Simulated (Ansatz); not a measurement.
## Structure optimisation: aluminium, diamond

These are results of DFT, PBEsol, plane waves (420 eV) with PAW, scalar-relativistic (Ansatz 0.2.0), not measurements. (PAW data from PBE, frozen cores regenerated.)

k-point mesh 10×10×10, Fermi-Dirac smearing 0.1 eV, no spin polarisation. Cell and atoms relax.

Starting structure:

```yaml
crystal:
  lattice:
    - [0.0, 2.8194727963, 2.8194727963]
    - [2.8194727963, 0.0, 2.8194727963]
    - [2.8194727963, 2.8194727963, 0.0]
  atoms:
    - { symbol: Al, position: [0.125, 0.125, 0.125] }
    - { symbol: Al, position: [0.875, 0.875, 0.875] }
hamiltonian:
  xc: pbesol
  pseudopotentials:
    kind: paw
    azcp:
      Al: "pseudopotentials/Al.paw.azcp"
basis:
  ecutwfc: 420
  fft_grid_basis: typed
kpoints:
  mp_grid: { grid: [10, 10, 10], shift: [0, 0, 0] }
magnetization:
  spin_polarized: false
scf:
  occupations: { method: fermi_dirac, width: 0.1 }
relax:
  max_steps: 60
  f_tol: 0.01
  cell: {}
output:
  write_density: true
  write_potential: true
  elf: true
  volumetric_format: npy
```

Question: The pressure at the start is 10.6 GPa. By how much does the volume change?

Answer: From 22.41 to 26.93 Å³ per atom, 20.2 %. The final cell has a = 5.995 Å.

Question: How much energy does the relaxation gain?

Answer: 128.9 meV per atom.

Path of the relaxation (the plane waves are chosen anew near the end, which can shift the energy a little):

| step | E − E(final) (meV/atom) | V (Å³/atom) | P (GPa) | max force (eV/Å) |
| --- | --- | --- | --- | --- |
| 0 | 128.89 | 22.413 | 10.65 | 0.000 |
| 1 | 15.77 | 25.256 | 2.86 | 0.000 |
| 2 | 3.12 | 26.489 | 0.58 | 0.000 |
| 3 | 2.54 | 26.863 | -0.02 | 0.000 |
| 4 | 0.02 | 26.863 | 0.10 | 0.000 |
| 5 | 0.01 | 26.930 | 0.00 | 0.000 |
| 6 | 0.00 | 26.930 | 0.00 | 0.000 |
